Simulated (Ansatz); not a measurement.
## What a trial cell of Sn2PdS4 relaxes into

These are results of DFT PBE, scalar-relativistic, plane waves, PAW in Ansatz, not measurements. Cutoff 420 eV, Gaussian smearing, Γ-centred meshes. Cell and atoms relax first on a coarse mesh and then on a finer one. In between, the cell is made exact in the group found at 0.06 Å. In metals the finer mesh still leaves noise of several meV/atom or more. The steps can't lower the symmetry of their start. No spin polarisation in the relaxation; trial moments died out in a coarse test.

A trial structure of Sn2PdS4 was built thus: perovskite family, Ruddlesden-Popper layers, n = 1 (I4/mmm, No. 139) (A site Sn; B site Pd; X site S). Lengths were set from tabulated atomic sizes, so they are only a guess.

Space group I4/mmm (No. 139). a = 4.851 Å, b = 4.851 Å, c = 14.350 Å, α = 90.00°, β = 90.00°, γ = 90.00°
| atom | site | symmetry | x | y | z |
| --- | --- | --- | --- | --- | --- |
| Sn | 4e | 4mm | 0.0000 | 0.0000 | 0.3397 |
| Pd | 2a | 4/mmm | 0.0000 | 0.0000 | 0.0000 |
| S | 4e | 4mm | 0.5000 | 0.5000 | 0.3293 |
| S | 4c | mmm. | 0.5000 | 0.0000 | 0.0000 |

Formation energies are uncorrected and refer to the elements' standard structures at the same level. The references include grey tin.

Question: Where does the relaxation end?

Answer: The symmetry stays I4/mmm (No. 139). The volume per atom shrinks by 8.6 %, from 24.1 to 22.1 Å³. The shortest distance goes from 2.42 Å (Pd–S and Sn–S) to 2.37 Å (Pd–S). The energy falls by about 0.10 eV/atom (the start's value is from the coarse mesh). Conventional cell: a = 4.743 Å, c = 13.724 Å. Sn has 1 S at 2.58 Å and 4 S at 3.00 Å; around Pd lie 6 S at 2.37–2.44 Å; S on a site of symmetry 4mm is surrounded by 1 Pd at 2.44 Å and 1 Sn at 2.58 Å; S on a site of symmetry mmm has 2 Pd at 2.37 Å.

```
CELL_PARAMETERS angstrom
-2.37170 2.37170 6.86182
2.37170 -2.37170 6.86182
2.37170 2.37170 -6.86182
ATOMIC_POSITIONS crystal
Sn 0.36567 0.36567 0.00000
Sn 0.63433 0.63433 0.00000
Pd 0.00000 0.00000 0.00000
S 0.82236 0.82236 0.00000
S 0.00000 0.50000 0.50000
S 0.50000 0.00000 0.50000
S 0.17764 0.17764 0.00000
```

Question: Give its energy and gap.

Answer:

* Formation energy: −0.07 eV/atom
* Gap on the 12×12×12 mesh of the 7-atom cell: 0 eV (a metal)

It lies below the elements, which doesn't yet make it stable against other compounds or structures.

The last run used Gaussian smearing of 0.10 eV. The reference form of S is held partly by dispersion forces, which this level lacks. A structure relaxed within its symmetry needn't be a true minimum. In all, the 3 runs took 6.4 min on 1 thread of Arm Neoverse V2, on a shared host.
